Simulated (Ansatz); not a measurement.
**Relaxing a structure of TaRu**

The start is a generated trial cell of TaRu. The structure is fully relaxed (lattice and positions, P = 0) with PBE (plane waves to 420 eV, PAW, scalar-relativistic; Ansatz, a quantum-chemistry and plane-wave program). The first steps use a coarse 6×9×5 k-mesh.

Starting cell:
```
TaRu
1.0
    5.58040     0.00000     0.00000
    0.00000     3.68279     0.00000
    0.00000     0.00000     6.19464
Ru Ta
4 4
Cartesian
  0.01116   0.92070   4.95385
  5.56924   2.76209   1.24079
  2.77904   2.76209   1.85653
  2.80136   0.92070   4.33811
  1.11385   0.92070   2.56025
  4.46656   2.76209   3.63440
  1.67635   2.76209   5.65757
  3.90405   0.92070   0.53708
```

- Energy released = 0.46 eV/atom
- Shortest distances (start → end) = The closest pairs of elements (up to four, under 3.6 Å), start → end: Ru–Ta 2.45 → 2.59 Å; Ru–Ru 2.86 → 2.89 Å; Ta–Ta 3.08 → 3.02 Å
- Band gap at the end = zero (metallic)
- Optimiser moves = 28

Final structure:

```cif
data_Ru4Ta4
_chemical_formula_sum 'Ru4 Ta4'
_space_group_name_H-M_alt 'Pnma'
_space_group_IT_number 62
_space_group_name_Hall '-P 2ac 2n'
_cell_length_a 5.36938
_cell_length_b 4.45349
_cell_length_c 5.42905
_cell_angle_alpha 90.000
_cell_angle_beta 90.000
_cell_angle_gamma 90.000
loop_
_space_group_symop_operation_xyz
  'x, y, z'
  '-x, -y, -z'
  '-x+1/2, -y, z+1/2'
  'x+1/2, y, -z+1/2'
  'x+1/2, -y+1/2, -z+1/2'
  '-x+1/2, y+1/2, z+1/2'
  '-x, y+1/2, -z'
  'x, -y+1/2, z'
loop_
_atom_site_label
_atom_site_type_symbol
_atom_site_symmetry_multiplicity
_atom_site_Wyckoff_symbol
_atom_site_fract_x
_atom_site_fract_y
_atom_site_fract_z
_atom_site_occupancy
Ru1 Ru 4 c 0.07901 0.25000 0.84908 1
Ta1 Ta 4 c 0.14752 0.25000 0.37685 1
```

Final values are on a 9×11×9 k-mesh of the relaxed cell. No spin polarisation in the result.

The run could not lose the symmetry of its start, so the end can be a saddle point.

The relaxed structure here is a generated cell of TaRu: the first start was made by placing the elements on the sites of a structure type, and the end was not matched to a known phase here, so it may be hypothetical.
